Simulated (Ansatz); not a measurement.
## Ba2CuHgO4: computed property card

Ba2CuHgO4:
```
CELL_PARAMETERS angstrom
      3.88115     0.00000     0.00000
      0.00000     3.88115     0.00000
      0.00000     0.00000     9.66047
ATOMIC_POSITIONS crystal
  Ba 0.50000 0.50000 0.69614
  Ba 0.50000 0.50000 0.30386
  Cu 0.00000 0.00000 0.50000
  Hg 0.00000 0.00000 0.00000
  O  0.00000 0.00000 0.79533
  O  0.00000 0.00000 0.20467
  O  0.00000 0.50000 0.50000
  O  0.50000 0.00000 0.50000
```

Space group P4/mmm (No. 123); conventional cell a = 3.8812 Å, b = 3.8812 Å, c = 9.6605 Å, α = 90.00°, β = 90.00°, γ = 90.00°.

Method: plane-wave PAW r²SCAN (Ansatz code). Structure relaxed to zero pressure with the same functional. Other levels are named where they apply.

Cell and energy:

```json
{
  "volume_per_atom": "18.19 Å³",
  "density": "6.88 g/cm³",
  "Formation energy from the elements (no fitted shifts)": "-1.80 eV/atom"
}
```

Electronic structure:

```json
{
  "electronic_character": "metallic (no gap)",
  "Density of states at the Fermi level": "0.09 states/eV per atom (mean over ±0.08 eV)",
  "Gap with spin–orbit coupling": "none (metallic)"
}
```

Mechanics:

```json
{
  "Bulk modulus (Birch–Murnaghan fit)": "69.3 GPa",
  "Pressure derivative B′": "3.0",
  "Elastic constants (relaxed ions, GPa)": "C11 = 141, C12 = 54.5, C13 = 36.9, C33 = 108, C44 = 11.2, C66 = 43.8",
  "mechanical_stability": "stable (all eigenvalues of C positive)",
  "hill_bulk_and_shear_moduli": "70.7 and 25.4 GPa",
  "Young's modulus": "68.1 GPa",
  "Poisson's ratio": "0.34",
  "debye_temperature_from_the_elastic_constants": "244 K"
}
```

Phonons:

```json
{
 "highest_zone_centre_frequency": "619 cm⁻¹",
 "zone_centre_stability": "no imaginary mode at Γ"
}
```

Charges:

```json
{
 "bader_charges": "Ba +1.55, Cu +1.03, Hg +0.67, O -1.24 to -1.16 e"
}
```

The workflow started from a Materials Project entry (that database holds measured and hypothetical structures alike); the Crystallography Open Database copy checked does not list it. Whether it is the stable phase at ambient conditions was not checked. The r²SCAN relaxation kept the symmetry of its start. The run is not spin-polarised. No Hubbard U is applied. Without spin polarisation and U, an open-shell compound can come out a false metal. As this level gives no gap, shear constants depend on the k-mesh and smearing (Fermi–Dirac, 0.1 eV here). As this level gives no gap, phonon frequencies hold no LO–TO term and depend on the k-mesh and smearing (Fermi–Dirac, 0.1 eV here). The references are the lowest solids computed at this level, not always the standard phases (solids in place of the gases). Scalar-relativistic: spin–orbit coupling is off unless named, which matters more the heavier the elements.

Potentials: the later of the program's two PAW sets.
